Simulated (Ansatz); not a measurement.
HfS2:
```yaml
crystal:
  lattice:
    - [-2.52148, 2.52148, 5.67724]
    - [2.52148, -2.52148, 5.67724]
    - [2.52148, 2.52148, -5.67724]
  atoms:
    - { symbol: Hf, position: [0.50000, 0.50000, 0.00000] }
    - { symbol: Hf, position: [0.25000, 0.75000, 0.50000] }
    - { symbol: S, position: [0.27715, 0.27715, 0.00000] }
    - { symbol: S, position: [0.02715, 0.52715, 0.50000] }
    - { symbol: S, position: [0.47285, 0.97285, 0.50000] }
    - { symbol: S, position: [0.72285, 0.72285, 0.00000] }
```

Relaxed with PBE. Special points in fractions of this cell's reciprocal vectors: Γ (0.000, 0.000, 0.000); X (0.000, 0.000, 0.500); P (0.250, 0.250, 0.250); N (0.000, 0.500, 0.000); M (0.500, 0.500, -0.500); S (0.299, 0.701, -0.299); S0 (-0.299, 0.299, 0.299); R (-0.099, 0.099, 0.500); G (0.500, 0.500, -0.099).

Question: List the band energies nearest the valence-band maximum at these points for PBE (plane waves, PAW; program Ansatz).

Answer: In eV from the valence-band maximum; about four levels below and three above (degenerate sets whole), none deeper than 8.9 eV; points with the same levels are listed once.

| k | below | above |
|---|---|---|
| Γ | -0.74 -0.74 -0.53 -0.53 -0.50 | 0.70 1.91 2.12 2.12 |
| X | -2.28 -2.28 -0.03 -0.03 | 2.61 2.61 3.43 3.43 |
| P | -1.72 -1.72 -0.22 -0.22 | 2.82 2.82 3.19 3.19 |
| N | -2.03 -1.31 -1.07 -0.70 | 1.82 2.35 2.76 |
| M | -1.52 -1.52 -0.53 -0.53 | 1.24 1.24 2.28 2.28 |
| S | -1.35 -1.35 -1.09 -1.07 | 1.47 2.44 2.77 |
| R | -2.11 -2.11 -0.13 -0.13 | 2.39 2.39 3.39 3.39 |

Space group I4_1/amd (anatase). A made-up cell: these elements were put on the sites of a structure type; neither database checked (COD, Materials Project) lists it. Its standing as an ambient phase is unchecked. The cell was relaxed with PBE under the symmetry of its start; its stability against distortions is not shown here. The run is not spin-polarised. Spin–orbit coupling is left out wherever it is not named.

Potentials: the later of the program's two PAW sets.
